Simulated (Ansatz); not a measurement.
A geometry of La2O3 away from equilibrium: step 2 of the relaxation of a generated trial cell of La2O3 in the AFLOW prototype A3B2_hP5_164_ad_d (D5_13, as in Al3Ni2). All values below come from r2SCAN (plane waves to 500 eV, PAW, scalar-relativistic; Ansatz, a program for electronic structure). Γ-centred k-mesh 6×6×5 on the run's cell (coarser than for final values), Fermi–Dirac smearing 0.05 eV.

```xyz
5
Lattice="4.2753 0.0000 0.0000 -2.1377 3.7025 0.0000 0.0000 0.0000 5.1267" Properties=species:S:1:pos:R:3:forces:R:3 pbc="T T T" free_energy=-14244.219 pressure_GPa=-5.6
O      0.0000     0.0000     0.0000    0.0000    0.0000    0.0000
O      0.0000     2.4684     3.4017    0.0000    0.0000    0.9685
O      2.1377     1.2342     1.7250    0.0000    0.0000   -0.9685
La     0.0000     2.4684     0.9563    0.0000    0.0000    4.4848
La     2.1377     1.2342     4.1704    0.0000    0.0000   -4.4848
```

Positions in Å, forces in eV/Å, free energy of the cell in eV (comparable only within this code, potentials and settings). Largest force: 4.48 eV/Å, on La4, La5 (atoms numbered as listed); the geometry lies 0.38 eV/atom above the end of its relaxation.

No spin polarisation in the result.

The run could not lose the symmetry of its start; a randomly shaken copy of 10 atoms returns to this structure.

The first start was generated by placing the elements on the sites of a structure type. Materials Project lists a structure of La2O3 in the same space group, P-3m1 (No. 164); the sites were not compared with it, nor with measured phases.
